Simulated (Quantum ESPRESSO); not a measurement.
## Ga3GeN3C (input and log of a self-consistent run)

A calculation, not a measurement. The program is pw.x of Quantum ESPRESSO 7.5 (plane-wave density functional theory). The cell is made up: 8 atoms on a wurtzite lattice, with randomly drawn elements, strain and displacements, not relaxed. PseudoDojo standard norm-conserving files (v0.5 for PBE, v0.4.1 for LDA and PBEsol) set the functional; there is no spin polarisation, spin-orbit coupling or dispersion term, and the masses in the input are unused placeholders.

Input:

```
&control calculation='scf', pseudo_dir='./dojo.nc.sr.pbe.v0_5.standard.upf', outdir='./o', disk_io='medium', tprnfor=.true., tstress=.true. /
&system ibrav=0, nat=8, ntyp=4, nbnd=46, ecutwfc=84.00895049, nosym=.true., tot_charge=0,
 occupations='smearing', smearing='fd', degauss=0.0073498644
/
&electrons conv_thr=7.350e-09, electron_maxstep=60, /
ATOMIC_SPECIES
C 1.0 C.upf
Ga 1.0 Ga.upf
Ge 1.0 Ge.upf
N 1.0 N.upf
CELL_PARAMETERS angstrom
3.1582 -0.0058 -0.0314
-0.0101 5.3479 -0.0367
-0.0513 -0.0346 5.1755
ATOMIC_POSITIONS angstrom
Ga -0.0399 -0.1447 -0.0893
Ga 1.4842 2.6905 -0.0074
Ga 1.4697 0.8674 2.5284
Ge -0.0487 3.494 2.5508
N -0.0053 0.1383 2.017
N 1.5588 2.6025 1.8142
N 1.4928 0.8934 4.5002
C -0.231 3.598 4.4012
K_POINTS automatic
8 6 6 1 1 1
```

The log is shortened where brackets say so; the opening notice, blank lines, dates and the lines on written files are dropped, and the path of the files is cut. It prints rydbergs, bohrs and kilobars, and counts compression as positive stress.

```
     Program PWSCF v.7.5
     Parallel version (MPI & OpenMP), running on       1 processor cores
     Number of MPI processes:                 1
     Threads/MPI process:                     1
     [start-up lines left out]
     bravais-lattice index     =            0
     lattice parameter (alat)  =       5.9684  a.u.
     unit-cell volume          =     589.8037 (a.u.)^3
     number of atoms/cell      =            8
     number of atomic types    =            4
     number of electrons       =        72.00
     number of Kohn-Sham states=           46
     kinetic-energy cutoff     =      84.0090  Ry
     charge density cutoff     =     336.0358  Ry
     scf convergence threshold =      7.3E-09
     mixing beta               =       0.7000
     number of iterations used =            8  plain     mixing
     Exchange-correlation= PBE
                           (   1   4   3   4   0   0   0)
     [axes and pseudopotential details left out]
   Cartesian axes
     site n.     atom                  positions (alat units)
         1        Ga     tau(   1) = (  -0.0126331  -0.0458149  -0.0282742  )
         2        Ga     tau(   2) = (   0.4699272   0.8518658  -0.0023430  )
         3        Ga     tau(   3) = (   0.4653362   0.2746361   0.8005417  )
         4        Ge     tau(   4) = (  -0.0154194   1.1062698   0.8076340  )
         5        N      tau(   5) = (  -0.0016781   0.0437885   0.6386223  )
         6        N      tau(   6) = (   0.4935471   0.8240032   0.5744118  )
         7        N      tau(   7) = (   0.4726502   0.2828682   1.4248528  )
         8        C      tau(   8) = (  -0.0731392   1.1391983   1.3935074  )
     number of k points=   144  Fermi-Dirac smearing, width (Ry)=  0.0073
     Number of k-points >= 100: set verbosity='high' to print them.
     Dense  grid:    61403 G-vectors     FFT dimensions: (  36,  60,  60)
     Estimated max dynamical RAM per process >      85.48 MB
     Initial potential from superposition of free atoms
     starting charge      71.9911, renormalised to      72.0000
     Starting wfcs are   52 randomized atomic wfcs
     total cpu time spent up to now is       27.8 secs
     per-process dynamical memory:    56.3 Mb
     Self-consistent Calculation
     iteration #  1     ecut=    84.01 Ry     beta= 0.70
     Davidson diagonalization with overlap
     ethr =  1.00E-02,  avg # of iterations =  3.1
     total cpu time spent up to now is      113.4 secs
     total energy              =    -710.65483766 Ry
     estimated scf accuracy    <       2.26457633 Ry
     iteration #  2     ecut=    84.01 Ry     beta= 0.70
     Davidson diagonalization with overlap
     ethr =  3.15E-03,  avg # of iterations =  3.1
     total cpu time spent up to now is      183.0 secs
     total energy              =    -711.13295079 Ry
     estimated scf accuracy    <       2.42265092 Ry
     iteration #  3     ecut=    84.01 Ry     beta= 0.70
     Davidson diagonalization with overlap
     ethr =  3.15E-03,  avg # of iterations =  2.0
     total cpu time spent up to now is      242.5 secs
     total energy              =    -711.63830324 Ry
     estimated scf accuracy    <       0.19636064 Ry
     iteration #  4     ecut=    84.01 Ry     beta= 0.70
     Davidson diagonalization with overlap
     ethr =  2.73E-04,  avg # of iterations =  2.5
     total cpu time spent up to now is      320.4 secs
     total energy              =    -711.66264436 Ry
     estimated scf accuracy    <       0.01479448 Ry
     iteration #  5     ecut=    84.01 Ry     beta= 0.70
     Davidson diagonalization with overlap
     ethr =  2.05E-05,  avg # of iterations =  8.6
     total cpu time spent up to now is      405.0 secs
     total energy              =    -711.66474760 Ry
     estimated scf accuracy    <       0.00359045 Ry
     [iterations 6 to 8 left out]
     iteration #  9     ecut=    84.01 Ry     beta= 0.70
     Davidson diagonalization with overlap
     ethr =  1.60E-08,  avg # of iterations =  3.7
     total cpu time spent up to now is      675.4 secs
     total energy              =    -711.66579612 Ry
     estimated scf accuracy    <       0.00000242 Ry
     iteration # 10     ecut=    84.01 Ry     beta= 0.70
     Davidson diagonalization with overlap
     ethr =  3.36E-09,  avg # of iterations =  2.1
     total cpu time spent up to now is      748.6 secs
     total energy              =    -711.66579659 Ry
     estimated scf accuracy    <       0.00000062 Ry
     iteration # 11     ecut=    84.01 Ry     beta= 0.70
     Davidson diagonalization with overlap
     ethr =  8.58E-10,  avg # of iterations =  2.0
     total cpu time spent up to now is      815.1 secs
     total energy              =    -711.66579672 Ry
     estimated scf accuracy    <       0.00000006 Ry
     iteration # 12     ecut=    84.01 Ry     beta= 0.70
     Davidson diagonalization with overlap
     ethr =  7.69E-11,  avg # of iterations =  2.0
     total cpu time spent up to now is      892.6 secs
     total energy              =    -711.66579672 Ry
     estimated scf accuracy    <          7.5E-09 Ry
     iteration # 13     ecut=    84.01 Ry     beta= 0.70
     Davidson diagonalization with overlap
     ethr =  1.04E-11,  avg # of iterations =  2.5
     total cpu time spent up to now is      955.5 secs
     End of self-consistent calculation
     Number of k-points >= 100: set verbosity='high' to print the bands.
     the Fermi energy is    13.3544 ev
!    total energy              =    -711.66579673 Ry
     estimated scf accuracy    <          1.2E-09 Ry
     smearing contrib. (-TS)   =      -0.00022934 Ry
     internal energy E=F+TS    =    -711.66556738 Ry
     The total energy is F=E-TS. E is the sum of the following terms:
     one-electron contribution =    -214.54729172 Ry
     hartree contribution      =     175.82014124 Ry
     xc contribution           =    -192.75300342 Ry
     ewald contribution        =    -480.18541348 Ry
     convergence has been achieved in  13 iterations
     Forces acting on atoms (cartesian axes, Ry/au):
     atom    1 type  2   force =     0.01832468    0.26765621    0.06433873
     atom    2 type  2   force =    -0.02778447   -0.00681027   -0.13670379
     atom    3 type  2   force =     0.12800175    0.01432799    0.11435790
     atom    4 type  3   force =     0.00211154    0.06786526    0.02422237
     atom    5 type  4   force =    -0.12866871   -0.17702845   -0.10743541
     atom    6 type  4   force =    -0.01354217    0.08777053    0.07562862
     atom    7 type  4   force =    -0.00977498   -0.03602203    0.00408835
     atom    8 type  1   force =     0.03133237   -0.21775925   -0.03849676
     Total force =     0.504799     Total SCF correction =     0.000239
     Computing stress (Cartesian axis) and pressure
          total   stress  (Ry/bohr**3)                   (kbar)     P=      241.95
   0.00137656   0.00050923   0.00031408          202.50       74.91       46.20
   0.00050923   0.00229911   0.00049373           74.91      338.21       72.63
   0.00031408   0.00049373   0.00125849           46.20       72.63      185.13
     init_run     :     25.51s CPU     27.70s WALL (       1 calls)
     electrons    :    860.05s CPU    927.75s WALL (       1 calls)
     forces       :      8.99s CPU      9.15s WALL (       1 calls)
     stress       :     34.61s CPU     34.81s WALL (       1 calls)
     [timing details left out]
     PWSCF        :  15m29.63s CPU  16m40.59s WALL
     JOB DONE.
```

In other units: free energy -9682.706 eV for the cell, pressure 24.19 GPa, largest force component 6.882 eV/Å. A rerun of a related cell, with the same atoms placed differently, at 1437 eV and a 10 x 8 x 8 mesh moved values by no more than 0.004 eV in energy, 0.02 GPa in stress and 0.015 eV/Å in force.